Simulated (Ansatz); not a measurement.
Na3P in space group P6_3/mmc (No. 194; Na on 2b, Na on 4f, P on 2c), DFT-PBEsol in the program Ansatz with PAW potentials, all energies at zero smearing, with the estimated change up to a 700 eV cutoff added, with one set of potentials and settings (totals compare only within such a set). Cell of 8 atoms (6 Na, 2 P): -10337.990 eV.

```csv
element,reference phase,E (eV/atom)
Na,"P6_3/mmc, 2 atoms in the cell",-1475.8697
P,"Cmce, 4 atoms in the cell",-740.0371
```

Formation energy per atom, worked out: (-10337.990 − 6×(-1475.8697) − 2×(-740.0371))/8 = -0.337 eV/atom (-33 kJ per mol of atoms), at 0 K, without zero-point energy or fitted corrections.

The workflow started from a Materials Project entry (that database holds measured and hypothetical structures alike); the Crystallography Open Database files this formula in space group No. 194, but the cells were not matched. Its standing as an ambient phase is unchecked. Symmetry was held in the PBEsol relaxation; its stability against distortions is not shown here. The references are the lowest solids computed at this level, not always the standard phases.

Potentials: the later of the program's two PAW sets.
